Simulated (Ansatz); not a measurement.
**Exchange couplings of GdIn3 (Pm-3m)**

```xyz
4
Lattice="4.6393 0.0000 0.0000 0.0000 4.6393 0.0000 0.0000 0.0000 4.6393" Properties=species:S:1:pos:R:3 pbc="T T T"
Gd    0.0000    0.0000    0.0000
In    2.3197    0.0000    2.3197
In    0.0000    2.3197    2.3197
In    2.3197    2.3197    0.0000
```

Geometry: a structure from the Materials Project; nothing is relaxed.

Functional, mesh and filling: LDA, 6×6×6 k mesh, Fermi–Dirac smearing of 0.05 eV. PAW means Ansatz 0.2.0 on its default frozen-core files. Site moments are integrated in spheres about the atoms. Start moments (μB): Gd1 -7.

Site moments (μB): Gd1 -6.97, In2 0.01, In3 0.01, In4 0.01. Cell moment -7.00 μB.

Couplings come from the force theorem (directions of the magnetic atoms constrained, all else relaxed) on a 6×6×6 mesh, with E = −Σ J e_i·e_j over ordered pairs of unit vectors, so positive J favours parallel moments.

```tsv
pair	count	J PAW (meV)
Gd1–Gd at 4.64 Å	6	+0.54
Gd1–Gd at 6.56 Å	12	-0.85
Gd1–Gd at 8.04 Å	8	+0.10
Gd1–Gd at 9.28 Å	6	+0.02
Gd1–Gd at 10.37 Å	24	+0.10
Gd1–Gd at 11.36 Å	24	-0.11
Gd1–Gd at 13.12 Å	12	-0.09
```

The program reports that this state isn't the lowest of its own couplings. The gain of the softest rotation is smaller than what its band sum leaves out of a whole turn, though, so more bands could change its sign.

The couplings come from one mesh, and their convergence in k wasn't tested.

The PAW files were made with PBE; the program remakes their cores once for the run's functional and then keeps them frozen. Without U a semilocal functional puts the f levels too near the Fermi level, which can change moments and the order of magnetic states; site and cell moments are spin moments. Spin–orbit coupling is left out although heavy atoms are present. With open f shells a run can end in a state that isn't the lowest. These are results for the start and cell typed. The real compound can order otherwise, in a larger cell, or not at all, since semilocal functionals at zero temperature often overstate magnetism.
